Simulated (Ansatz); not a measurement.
LaGa₃Cu:
```
CELL_PARAMETERS angstrom
     -2.12387     2.12387     5.27590
      2.12387    -2.12387     5.27590
      2.12387     2.12387    -5.27590
ATOMIC_POSITIONS crystal
  La 0.00000 0.00000 0.00000
  Ga 0.61955 0.61955 0.00000
  Ga 0.38045 0.38045 0.00000
  Ga 0.75000 0.25000 0.50000
  Cu 0.25000 0.75000 0.50000
```

Relaxed with r²SCAN. Special points in fractions of this cell's reciprocal vectors: Γ (0.000, 0.000, 0.000); X (0.000, 0.000, 0.500); P (0.250, 0.250, 0.250); N (0.000, 0.500, 0.000); M (0.500, 0.500, -0.500); S (0.291, 0.709, -0.291); S0 (-0.291, 0.291, 0.291); R (-0.081, 0.081, 0.500); G (0.500, 0.500, -0.081).

**Question.** List the band energies nearest the Fermi level at these points for r²SCAN in the plane-wave PAW code Ansatz.

**Answer.** In eV from the Fermi level; about four levels below and three above (degenerate sets whole), none deeper than 8.9 eV; points with the same levels are listed once.

```json
[
 {"k": "Γ", "below": "-2.02 -2.02 -0.59 -0.06", "above": "1.19 1.19 2.46 2.46 2.46"},
 {"k": "X", "below": "-2.90 -2.58 -2.48 -1.07", "above": "1.81 2.13 2.30"},
 {"k": "P", "below": "-2.71 -2.59 -2.34 -1.14", "above": "1.07 2.19 2.23"},
 {"k": "N", "below": "-3.31 -2.99 -2.57 -0.99", "above": "0.24 0.34 0.89"},
 {"k": "M", "below": "-1.68 -1.68 -1.30 -0.14", "above": "1.59 1.69 1.69"},
 {"k": "S", "below": "-3.01 -1.46 -1.10 -0.96", "above": "0.96 1.18 1.85"},
 {"k": "R", "below": "-2.76 -2.45 -2.31 -1.18", "above": "1.71 2.09 2.26"}
]
```

Space group I-4m2. The first step of the workflow began from a Materials Project structure, measured or hypothetical; the Crystallography Open Database copy checked does not list it. COD files the formula under space group No. 107, so this cell is another polymorph or a model. With Ga and Cu taken as one species the cell has the higher symmetry I4/mmm, so it may be an ordered model of a mixed-site phase. Its standing as an ambient phase is unchecked. Symmetry was held in the r²SCAN relaxation; whether a distortion lowers the energy is not shown. The run is not spin-polarised. Scalar-relativistic: spin–orbit coupling is off unless named, which matters more the heavier the elements.

Potentials: the earlier of the program's two PAW sets.
